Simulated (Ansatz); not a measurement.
In CeO$_{2}$ (fluorite type) the Ce atom of the primitive cell, with all its periodic images, is moved by 0.02 Å along x.

```
Ce O
1.0
     0.00000    2.73000    2.73000
     2.73000    0.00000    2.73000
     2.73000    2.73000    0.00000
Ce O
1 2
Direct
  0.99634 0.00366 0.00366
  0.25000 0.25000 0.25000
  0.75000 0.75000 0.75000
```

Method: Ansatz, PBE, plane waves, PAW datasets (generated soft set 1).

Cutoff 420 eV; k-mesh 8×8×8 Γ-centred; Fermi–Dirac smearing of 0.1 eV; no spin polarisation; no spin–orbit coupling.

What force results?

The force on it along the displacement is -0.1259 eV/Å, a force constant of 6.30 eV/Å².

```csv
atom,Fx (eV/Å),Fy (eV/Å),Fz (eV/Å)
Ce1,-0.1259,0.0000,0.0000
O2,0.0630,0.0000,0.0000
O3,0.0630,0.0000,0.0000
```
